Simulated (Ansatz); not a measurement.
ScS (rock salt, Fm-3m) at seven volumes, PBEsol (plane waves, PAW; program Ansatz), scaled uniformly. One row is withheld.

```tsv
V (Å³/atom)	P (GPa)
15.509	?
16.020	7.78
16.531	3.59
17.043	0.01
17.554	-3.05
18.065	-5.66
18.577	-7.89
```

Problem. Fit the shown pressures and predict the withheld one.

Solution. P = (3/2)B₀(x^(7/2) − x^(5/2))[1 + (3/4)(B′ − 4)(x − 1)] with x = (V₀/V)^(2/3). Least squares on the six rows gives V₀ = 17.044 Å³/atom, B₀ = 110 GPa, B′ = 4.26. At V = 15.509, x = 1.0649 and P = 12.70 GPa. The run itself gave 12.69 GPa.

The workflow started from an entry of the Crystallography Open Database (COD). Whether it is the stable phase at ambient conditions was not checked. The cell was relaxed with PBEsol under the symmetry of its start; its stability against distortions is not shown here. The run is not spin-polarised.

Potentials: the later of the program's two PAW sets.
